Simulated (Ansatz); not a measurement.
## SiO2: a ladder of calculations

Cell of run 1: a structure deposited in the COD.

```cif
data_SiO2
_symmetry_space_group_name_H-M 'P4_12_12'
_symmetry_Int_Tables_number 92
_cell_length_a 4.9780
_cell_length_b 4.9780
_cell_length_c 6.9480
_cell_angle_alpha 90.000
_cell_angle_beta 90.000
_cell_angle_gamma 90.000
loop_
_atom_site_label
_atom_site_type_symbol
_atom_site_symmetry_multiplicity
_atom_site_Wyckoff_symbol
_atom_site_fract_x
_atom_site_fract_y
_atom_site_fract_z
Si Si 4 a 0.3000 0.3000 0.0000
O O 8 b 0.2398 0.1032 0.1784
```

One atom of each set is listed.

Relaxed positions (PBE, cell held):

Si (0.3043, 0.3043, 0.0000)
O (0.2368, 0.1149, 0.1844)

All runs are DFT with Ansatz 0.2.0 (plane waves and PAW, scalar-relativistic unless spin–orbit coupling is named, Γ-centred meshes, Fermi–Dirac smearing where given) in this cell.

Run 1: PBE, atoms as given; 420 eV, 5×5×4 k-points, smearing 0.02 eV.
Run 2: PBE, atoms relaxed; 420 eV, 5×5×4 k-points, smearing 0.02 eV.
Run 3: r2SCAN, at the relaxed atoms; 500 eV, 5×5×4 k-points, smearing 0.02 eV.

| run | Si V_zz (η) | O V_zz (η) |
| --- | --- | --- |
| 1 | -0.52 (0.83) | 9.15 (0.14) |
| 2 | ? | ? |
| 3 | -0.37 (0.78) | 9.35 (0.19) |

V_zz in 10²¹ V/m².

(1) Estimate the row of run 2.

Answers

(1) Si: -0.37 (0.84); O: 9.47 (0.19). It lies nearest to run 3, from whose tensors on these sites it differs by 0.13 at most (largest principal value of the difference, on O). Taken one at a time, the positions of the atoms (as given or relaxed) move the tensors on these sites by up to 0.46 (largest principal value of the change, on O), the functional (r2SCAN with its higher cutoff) by 0.13 (O).

In runs 1, 3 the atoms aren't at the calculated equilibrium (largest force 0.44, 0.29 eV/Å). The cell isn't the equilibrium one in run 1 (calculated pressure 7 GPa), and the entry's cell may itself be off.
